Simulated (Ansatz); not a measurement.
## Structure relaxation, La$_{2}$O$_{3}$

The start is a generated cell, La2O3 placed in the stibnite structure type. The structure is fully relaxed (lattice and positions, P = 0) with PBEsol (plane waves to 420 eV, PAW, scalar-relativistic; Ansatz, a first-principles code). The first steps use a coarse 2×5×2 k-mesh.

Initial structure:
```
La2O3
1.0
   10.27268     0.00000     0.00000
    0.00000     3.48699     0.00000
    0.00000     0.00000    10.22078
La O
8 12
Direct
  0.97063   0.25000   0.17398
  0.47063   0.25000   0.32602
  0.02937   0.75000   0.82602
  0.52937   0.75000   0.67398
  0.64939   0.25000   0.96397
  0.14939   0.25000   0.53603
  0.35061   0.75000   0.03603
  0.85061   0.75000   0.46397
  0.29220   0.25000   0.19181
  0.79220   0.25000   0.30819
  0.70780   0.75000   0.80819
  0.20780   0.75000   0.69181
  0.45040   0.25000   0.87700
  0.95040   0.25000   0.62300
  0.54960   0.75000   0.12300
  0.04960   0.75000   0.37700
  0.62460   0.25000   0.56110
  0.12460   0.25000   0.93890
  0.37540   0.75000   0.43890
  0.87540   0.75000   0.06110
```

### Question
How large is the pressure on the unrelaxed cell, and of which sign?

### Answer
-4.9 GPa (negative: the cell is under tension).

### Question
What is the largest force in the starting geometry, and on which atom (counted from 1)?

### Answer
2.76 eV/Å, on La5, La6, La7, La8 (atoms numbered as listed).

### Question
By how much does the energy per atom fall from start to end?

### Answer
0.26 eV/atom.

### Question
How does the volume change?

### Answer
-15.4 %, from 18.31 to 15.49 Å³/atom.

### Question
How do the shortest distances between atoms change?

### Answer
The closest pairs of elements (up to four, under 3.6 Å), start → end: La–O 2.23 → 2.39 Å; O–O 3.11 → 2.75 Å; La–La 3.49 → 3.50 Å.

### Question
Is the relaxed structure metallic? Give its gap.

### Answer
2.38 eV, indirect (valence top at T, conduction bottom at Γ) (no spin-orbit coupling).

The space group stays Pnma (No. 62) (the run could not lower it); the end is AFLOW prototype A3B2_oP20_62_3c_2c (D5_8, as in Sb2S3), with 20 atoms in the primitive cell. Final values are on a 3×8×3 k-mesh of the relaxed cell. No spin polarisation in the result.

The run could not lose the symmetry of its start: the end is stationary, and may be a saddle point rather than a minimum.

The relaxed structure here is a generated cell of La2O3: the first start was made by placing the elements on the sites of a structure type, and the end was not matched to a known phase here, so it may be hypothetical. Known forms of La2O3 include space group No. 164.
